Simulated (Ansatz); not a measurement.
GaO:
```yaml
crystal:
  lattice:
    - [3.07554, 0.00000, 0.00000]
    - [-1.53777, 2.66350, 0.00000]
    - [0.00000, 0.00000, 12.40293]
  atoms:
    - { symbol: Ga, position: [0.33333, 0.66667, 0.15035] }
    - { symbol: Ga, position: [0.66667, 0.33333, 0.65035] }
    - { symbol: Ga, position: [0.66667, 0.33333, 0.84965] }
    - { symbol: Ga, position: [0.33333, 0.66667, 0.34965] }
    - { symbol: O, position: [0.33333, 0.66667, 0.59457] }
    - { symbol: O, position: [0.66667, 0.33333, 0.09457] }
    - { symbol: O, position: [0.66667, 0.33333, 0.40543] }
    - { symbol: O, position: [0.33333, 0.66667, 0.90543] }
```

Plane-wave PAW r²SCAN+D4 (Ansatz code) gives a gap of 1.53 eV without spin–orbit coupling, maximum at Γ, minimum at Γ.

Task: What happens when spin–orbit coupling is switched on?

Result: The gap stays essentially unchanged, to 1.53 eV; maximum at Γ, minimum at Γ.

Task: Give the electron effective mass with spin–orbit coupling.

Result: 0.18, 0.28, 0.28 mₑ (principal values).

Task: Give the hole effective mass with spin–orbit coupling.

Result: 0.17 along z (mₑ).

Space group P6_3/mmc. The start of the workflow was typed in or built on a structure type; neither database checked (COD, Materials Project) lists it. Its standing as an ambient phase is unchecked. The cell was relaxed with r²SCAN+D4 under the symmetry of its start; whether a distortion lowers the energy is not shown.

Potentials: the earlier of the program's two PAW sets.
